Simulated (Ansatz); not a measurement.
SrGa2H2 in space group P-3m1 (No. 164; Ga on 2d, H on 2d, Sr on 1a), PBEsol in the plane-wave PAW code Ansatz, all energies at zero smearing, with the estimated change up to a 700 eV cutoff added, with one set of potentials and settings (totals compare only within such a set). Cell of 5 atoms (2 Ga, 2 H, 1 Sr): -11012.211 eV.

| element | reference phase | E (eV/atom) |
|---|---|---|
| Ga | Cmce, 4 atoms in the cell | -3743.2031 |
| H | Cmce, 4 atoms in the cell | -15.6194 |
| Sr | Fm-3m, 1 atoms in the cell | -3492.2134 |

Formation energy per atom, worked out: (-11012.211 − 2×(-3743.2031) − 2×(-15.6194) − 1×(-3492.2134))/5 = -0.471 eV/atom (-45 kJ per mol of atoms), at 0 K, without zero-point energy or fitted corrections.

The workflow started from an entry of the Crystallography Open Database (COD). Whether it is the stable phase at ambient conditions was not checked. The cell was relaxed with PBEsol under the symmetry of its start; of distortions, only those at the zone centre were tested. The references are the lowest solids computed at this level, not always the standard phases (solids in place of the gases).

Potentials: the later of the program's two PAW sets.
